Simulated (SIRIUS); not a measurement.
Consider a self-consistent single point of TiN (I4mm, 2 atoms in the cell; from Materials Project mp-492, changed as shown).

```xyz
2
Lattice="0.0000 2.1206 2.1206 2.1206 0.0000 2.1206 2.1206 2.1206 0.0000" Properties=species:S:1:pos:R:3 pbc="T T T"
Ti    -0.0400     0.0000     0.0000
N      2.1206     2.1206     2.1206
```

Method: PBE, PseudoDojo 0.5 standard norm-conserving PBE (tails mended) pseudopotentials (plane waves; SIRIUS).

SIRIUS settings:

| key | value |
|---|---|
| parameters.ngridk | 12 12 12 |
| parameters.xc_functionals | [XC_GGA_X_PBE, XC_GGA_C_PBE] |
| parameters.gk_cutoff | 9.165 1/bohr |
| parameters.pw_cutoff | 18.331 1/bohr |
| parameters.smearing | cold |
| parameters.smearing_width | 0.00999582 Ha |
| potentials | PseudoDojo 0.5 standard norm-conserving PBE (tails mended) pseudopotentials |
| parameters.electronic_structure_method | pseudopotential |
| parameters.num_bands | 13 |
| parameters.num_mag_dims | 0 |
| parameters.num_dft_iter | 100 |
| parameters.energy_tol | 1e-07 Ha |
| parameters.density_tol | 1e-06 |
| mixer.type | anderson |
| mixer.beta | 0.3 |
| mixer.use_hartree | true |

Results:

| Property | Value |
|---|---|
| Number of valence electrons | 17 |
| Number of bands | 13 |
| Number of k-points after the program's reduction | 163 |
| Number of plane waves (most at a k-point) | 1700 |
| Number of SCF iterations | 16 |
| FFT grid | 36 × 36 × 36 |
| Free energy E − TS | -1900.9053 eV |
| Fermi level (on the code's own zero) | 17.15 eV |
| Pressure | 1.33 GPa |
| Largest force (vector length) | 0.417 eV/Å |

Forces (eV/Å):
```
atom      Fx     Fy     Fz
----  ------  -----  -----
Ti1    0.417  0.000  0.000
N2    -0.417  0.000  0.000
```

Stress (GPa, positive for compression):
```
1.77  0.00  0.00
0.00  1.11  0.00
0.00  0.00  1.11
```

For comparison: a first run was changed to give this one (atom 1 moved by -0.04 angstrom along x), and from it to this one the free energy rises by 4.2 meV/atom, the pressure goes from 1.08 to 1.33 GPa and the largest force goes from 0.000 to 0.417 eV/Å.

The structure comes from a collection of computed structures, made at another level of theory; the collection holds predicted forms beside known ones.

Cost on one core: around 120 core-seconds (rough).

“Tails mended”: in these copies of the files the far tail of each local potential was reset to the Coulomb form.
